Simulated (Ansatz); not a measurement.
**Formation energy of NbTe in the rocksalt structure**

Method: PBE, scalar-relativistic; collinear spin; PAW, 420 eV, 10×10×5 k-mesh, Gaussian smearing of 0.05 eV; code Ansatz. The datasets are Ansatz's generated set soft_2.

The start was a prototype's sites filled with these elements, not a measured cell.

Symmetry: Fm-3m, No. 225, cubic system. The conventional cell has a = 5.755 Å, b = 5.755 Å, c = 5.755 Å, α = 90.00°, β = 90.00°, γ = 90.00°. Nb (site symmetry m-3m) has 6 Te at 2.88 Å as nearest neighbours. Around Te (site symmetry m-3m) lie 6 Nb at 2.88 Å. (Neighbours are counted to 15 % beyond the shortest distance.)

The elements were computed in their standard states with the same datasets, cutoff and functional. The compound's run is antiferromagnetic, with site spin moments Nb 1.20, -1.20 μB. Total energies depend on the potentials used, so only differences within one code and one set of settings carry meaning.

Energy of the relaxed cell (4 atoms, smearing extrapolated to zero): -23063.032 eV. Elements, in eV/atom: Nb -4552.283, Te -6979.958.

Problem. What is the formation energy?

Solution. [-23063.032 − (2 × -4552.283 + 2 × -6979.958)] / 4 = 0.36 eV/atom, or 35 kJ per mole of atoms.

The value is for 0 K, without zero-point energy. A positive value means that this structure is unstable even against the elements at this level.

 Scalar-relativistic only: spin–orbit splittings of the heavy atoms' levels are missing. The run wasn't fully tested for a lower electronic state. Site moments are of spin, integrated over atomic spheres.
